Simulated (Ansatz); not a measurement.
Input:

BP:
```
BP
1.0
    0.00000     2.15912     2.15912
    2.15912     0.00000     2.15912
    2.15912     2.15912     0.00000
P B
1 1
Direct
  0.00000   0.00000   0.00000
  0.50000   0.50000   0.50000
```

This is the r²SCAN-relaxed structure.

Q: All from r²SCAN (plane waves, PAW; program Ansatz), unless another level is named. Estimate the electronic character.

A: metallic (no gap).

Q: And the density of states at the Fermi level?

A: 0.34 states/eV per atom (mean over ±0.08 eV).

Q: Give the formation energy from the elements (no fitted shifts).

A: 0.72 eV/atom.

Space group Fm-3m (rock salt). The start of the workflow was typed in or built on a structure type; neither database checked (COD, Materials Project) lists it. It is not the phase usual at ambient conditions (space group No. 216). The r²SCAN relaxation kept the symmetry of its start; its stability against distortions is not shown here. Its formation energy is positive at this level, so the cell may be metastable or incomplete. The references are the lowest solids computed at this level, not always the standard phases.

Potentials: the earlier of the program's two PAW sets.
